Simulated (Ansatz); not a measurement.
RbCl:
```yaml
crystal:
  lattice:
    - [0.00000, 3.18909, 3.18909]
    - [3.18909, 0.00000, 3.18909]
    - [3.18909, 3.18909, 0.00000]
  atoms:
    - { symbol: Rb, position: [0.00000, 0.00000, 0.00000] }
    - { symbol: Cl, position: [0.50000, 0.50000, 0.50000] }
```

Relaxed with LDA.

**Question.** Give the optical modes at the zone centre with their infrared and Raman activity from DFPT, DFT-LDA in the program Ansatz with PAW potentials.

**Answer.** Transverse frequencies, without the LO–TO term; a row sums one degenerate level.

```json
[
 {"ω (cm⁻¹)": "132", "degeneracy": "3", "IR ((D/Å)²/amu)": "3.70", "Raman (Å⁴/amu)": "0", "activity": "IR", "symmetry": "T1u"}
]
```

**Question.** How high does the top mode go among those that the LO–TO term moves?

**Answer.** 183 cm⁻¹ for q along x.

Space group Fm-3m (rock salt). Symmetry was held in the LDA relaxation; phonons on a q-mesh show no instability.

Potentials: the later of the program's two PAW sets.
